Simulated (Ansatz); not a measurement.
## Property card for PbS

PbS:
```
PbS
1.0
    4.98797     0.00000     0.00000
    0.00000     4.98797     0.00000
    0.00000     0.00000     3.90083
Pb S
2 2
Direct
  0.50000   0.00000   0.33029
  0.00000   0.50000   0.66971
  0.00000   0.00000   0.00000
  0.50000   0.50000   0.00000
```

Space group P4/nmm (No. 129); conventional cell a = b = 4.988 Å, c = 3.901 Å, α = β = γ = 90.00°.

Method: the program Ansatz at the LDA level (PAW). Geometry: relaxed at this level of theory. Other levels are named where they apply.

**Cell and energy**

- Volume per atom: 24.26 Å³
- Density: 8.19 g/cm³
- Formation energy from the elements (no fitted shifts): -0.40 eV/atom

**Electronic structure**

Band gap: 0.31 eV (indirect)
Valence-band maximum: off the standard path, at k = (0.000, 0.297, 0.242) in fractions of the reciprocal vectors
Conduction-band minimum: off the standard path, at k = (-0.128, -0.128, 0.385) in fractions of the reciprocal vectors
Smallest direct gap on the standard path: 0.72 eV
Electron effective mass: 0.17, 0.25, 0.62 mₑ (principal values)
Hole effective mass: 0.24, 0.84, 1.4 mₑ (principal values)

**Mechanics**

* **Bulk modulus (Birch–Murnaghan fit)**: 33.8 GPa
* **Pressure derivative B′**: 7.9
* **Elastic constants (relaxed ions, GPa)**: C11 = 37.2, C12 = 90.8, C13 = 21.1, C33 = 40.1, C44 = 4.6, C66 = 40.9
* **Mechanical stability**: unstable (C has a negative eigenvalue)

**Phonons**

Highest zone-centre frequency (without LO–TO term): 20.7 meV
Zone-centre stability: no imaginary mode at Γ

The cell is a constructed one: a structure type filled with these elements; neither database checked (COD, Materials Project) lists it. It is not the phase usual at ambient conditions (space group No. 225). The LDA relaxation kept the symmetry of its start. A crystal of weakly bound layers computed without a dispersion correction: the cell and the soft elastic constants depend strongly on that. The references are the lowest solids computed at this level, not always the standard phases. Scalar-relativistic: spin–orbit coupling is off unless named, which matters more the heavier the elements.

Potentials: the later of the program's two PAW sets.
